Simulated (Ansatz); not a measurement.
Cu₃Ge:
Space group Pmmn, origin choice 1 (No. 59); a = 4.158 Å, b = 5.218 Å, c = 4.505 Å, α = 90.00°, β = 90.00°, γ = 90.00°

```json
[
 {"atom": "Cu", "site": "2b", "symmetry": "mm2", "x": "0.0000", "y": "0.5000", "z": "0.1660"},
 {"atom": "Cu", "site": "4e", "symmetry": "m..", "x": "0.0000", "y": "0.2515", "z": "0.6633"},
 {"atom": "Ge", "site": "2a", "symmetry": "mm2", "x": "0.0000", "y": "0.0000", "z": "0.1727"}
]
```

Relaxed with PBEsol.

Problem. Which orbitals make up the states near the Fermi level in plane-wave PAW PBEsol (Ansatz code)?

Solution. Within 0.5 eV of the Fermi level: Ge 4p 40 %, Cu 3d 30 %, Cu 4s 12 %, Ge 4s 6 %, outside the projected shells 11 %. Projections are on Löwdin-orthogonalised atomic valence shells; empty p or d shells of many metals are not among them.

Problem. Tabulate the density of states.

Solution. States/eV per cell of 8 atoms, in 0.25 eV bins, energy from the Fermi level.

| E (eV) | total | Cu 3d | Ge 4p | Cu 4s |
|---|---|---|---|---|
| -7.85 | 0.16 | 0.01 | 0.07 | 0.07 |
| -7.60 | 0.71 | 0.08 | 0.31 | 0.29 |
| -7.35 | 1.62 | 0.23 | 0.69 | 0.60 |
| -7.10 | 2.98 | 0.55 | 1.23 | 0.99 |
| -6.85 | 3.56 | 0.82 | 1.45 | 1.02 |
| -6.60 | 2.61 | 0.78 | 0.98 | 0.61 |
| -6.35 | 2.01 | 0.69 | 0.71 | 0.42 |
| -6.10 | 2.55 | 0.95 | 0.90 | 0.53 |
| -5.85 | 2.55 | 1.05 | 0.89 | 0.49 |
| -5.60 | 3.26 | 1.58 | 1.05 | 0.53 |
| -5.35 | 4.48 | 2.55 | 1.21 | 0.63 |
| -5.10 | 6.79 | 4.42 | 1.52 | 0.75 |
| -4.85 | 12.88 | 9.85 | 2.09 | 0.80 |
| -4.60 | 8.02 | 6.86 | 0.74 | 0.33 |
| -4.35 | 16.34 | 14.71 | 0.92 | 0.49 |
| -4.10 | 24.67 | 23.08 | 0.71 | 0.46 |
| -3.85 | 13.08 | 12.23 | 0.51 | 0.13 |
| -3.60 | 22.87 | 21.80 | 0.67 | 0.14 |
| -3.35 | 21.33 | 20.24 | 0.66 | 0.19 |
| -3.10 | 21.09 | 20.40 | 0.33 | 0.17 |
| -2.85 | 26.59 | 25.84 | 0.34 | 0.15 |
| -2.60 | 22.53 | 21.79 | 0.28 | 0.21 |
| -2.35 | 23.15 | 22.08 | 0.50 | 0.31 |
| -2.10 | 7.58 | 6.46 | 0.56 | 0.30 |
| -1.85 | 4.59 | 3.28 | 0.71 | 0.30 |
| -1.60 | 4.25 | 2.69 | 0.88 | 0.31 |
| -1.35 | 3.85 | 2.15 | 0.94 | 0.33 |
| -1.10 | 3.29 | 1.59 | 0.93 | 0.33 |
| -0.85 | 3.18 | 1.35 | 0.99 | 0.37 |
| -0.60 | 2.98 | 1.12 | 1.00 | 0.38 |
| -0.35 | 2.44 | 0.82 | 0.90 | 0.30 |
| -0.10 | 2.18 | 0.66 | 0.88 | 0.26 |
| 0.15 | 2.08 | 0.57 | 0.89 | 0.25 |
| 0.40 | 1.88 | 0.47 | 0.83 | 0.22 |
| 0.65 | 1.65 | 0.37 | 0.76 | 0.20 |
| 0.90 | 1.39 | 0.28 | 0.58 | 0.24 |
| 1.15 | 1.43 | 0.25 | 0.48 | 0.34 |
| 1.40 | 1.85 | 0.29 | 0.48 | 0.58 |
| 1.65 | 2.35 | 0.32 | 0.47 | 0.90 |
| 1.90 | 2.68 | 0.31 | 0.51 | 1.04 |
| 2.15 | 2.74 | 0.28 | 0.61 | 0.96 |
| 2.40 | 2.21 | 0.20 | 0.49 | 0.77 |
| 2.65 | 2.10 | 0.18 | 0.45 | 0.79 |
| 2.90 | 2.12 | 0.17 | 0.46 | 0.80 |
| 3.15 | 2.49 | 0.19 | 0.50 | 0.99 |
| 3.40 | 2.90 | 0.20 | 0.59 | 1.16 |
| 3.65 | 2.78 | 0.17 | 0.60 | 1.05 |
| 3.90 | 2.90 | 0.17 | 0.64 | 1.13 |
| 4.15 | 3.08 | 0.15 | 0.66 | 1.14 |
| 4.40 | 3.00 | 0.14 | 0.63 | 1.09 |
| 4.65 | 3.00 | 0.12 | 0.57 | 1.00 |

The workflow started from a Materials Project entry (that database holds measured and hypothetical structures alike); the Crystallography Open Database copy checked does not list it. Its standing as an ambient phase is unchecked. Symmetry was held in the PBEsol relaxation; whether a distortion lowers the energy is not shown. No spin polarisation was allowed. Spin–orbit coupling is left out wherever it is not named.

Potentials: the later of the program's two PAW sets.
